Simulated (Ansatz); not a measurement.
MgS (Fm-3m) as a strained film

```yaml
crystal:
  lattice:
    - [2.56418, 2.56418, 0.00000]
    - [-2.56418, 2.56418, 0.00000]
    - [0.00000, 2.56418, 2.56418]
  atoms:
    - { symbol: Mg, position: [0.00000, 0.00000, 0.00000] }
    - { symbol: S, position: [0.50000, 0.50000, 0.00000] }
```

This cell was relaxed by PAW under LDA. A film on a (001) substrate is mimicked by stretching x and y by ε∥; the length along z and the atoms then relax by PAW (default files of Ansatz 0.2.0, cutoff 420 eV, stress met within about 0.05 GPa). Stress and levels come from LDA, all-electron LAPW in Ansatz 0.2.0, scalar-relativistic; k mesh 8×8×8, fixed occupations, basis error target 0.5 meV/atom. Conduction levels are in eV over the valence top, at fixed fractional wave vectors.

```csv
ε∥ (%),ε⊥ (%),"σ∥ (GPa, tension positive)",X ⊥ z,X ∥ z,Γ,L (oblique),2nd valence level at Γ,3rd
-2.0,1.110,-4.27,2.572,2.764,3.991,4.371,-0.129,-0.129
-1.0,0.579,-2.02,2.607,2.700,3.905,4.403,-0.068,-0.068
-0.5,0.300,-1.01,2.628,2.674,3.866,4.417,-0.035,-0.035
0.0,0.000,-0.07,2.651,2.651,3.831,4.432,0.000,0.000
0.5,-0.235,0.83,2.639,2.598,3.758,4.409,0.000,-0.033
1.0,?,?,?,?,?,?,?,?
2.0,-0.992,3.19,2.606,2.452,3.546,4.332,0.000,-0.140
```

The last two columns are counted from the highest valence level at Γ.

**Question.** How does the film contract along z, and how stiff is it in the plane?

**Answer.** Quadratic fits through the 6 rows shown have slopes dε⊥/dε∥ = -0.528 and dσ∥/dε∥ = 186.2 GPa at zero strain. Elasticity asks −2C12/C11 = -0.524 and C11 + C12 − 2C12²/C11 = 184.7 GPa, from PAW constants C11 = 164.2, C12 = 43.0 GPa. At the level of the σ∥ column the films keep up to 0.07 GPa along z against the unstrained cell, and the constants are scalar-relativistic PAW values, so part of the difference is the change of level.

**Question.** Which shear deformation potential b does the valence splitting give?

**Answer.** Without spin-orbit coupling the single level moves against the pair by 3b(ε⊥ − ε∥): 0.0351 eV at ε⊥ − ε∥ = 0.00800 and -0.0332 eV at -0.00735, so b = 1.48 eV.

**Question.** And the uniaxial potential of the lowest valleys?

**Answer.** The valley along z moves against those in the plane by Ξu(ε⊥ − ε∥): from 0.0463 to -0.0407 eV between the two smallest strains, so Ξu = 5.67 eV.

**Question.** Fill the row at ε∥ = 1.0 %.

**Answer.** The fits give ε⊥ = -0.494 % and σ∥ = 1.68 GPa. Computed: ε⊥ (%) = -0.492, σ∥ (GPa, tension positive) = 1.67, X ⊥ z = 2.628, X ∥ z = 2.547, Γ = 3.687, L (oblique) = 4.385, 2nd valence level at Γ = 0.000, 3rd = -0.068. The levels have a kink at zero strain, where another valence state takes the top, so one parabola doesn't fit them.

**Question.** What is the slope of the gap under small compression and under small tension?

**Answer.** dE_g/dε∥ is 48 meV per % on the compressed side and -106 on the stretched side, so the gap falls either way. The lowest conduction level lies at X ⊥ z under the strongest compression and at X ∥ z under the strongest tension.

Known limits: the frozen-core PAW files of the relaxations were fitted under PBE, their cores solved anew for this functional; semilocal gaps are low, and the spacing of valleys can be off by tenths of an eV; levels are read at fixed fractional k, so an edge that moves off these points is missed.
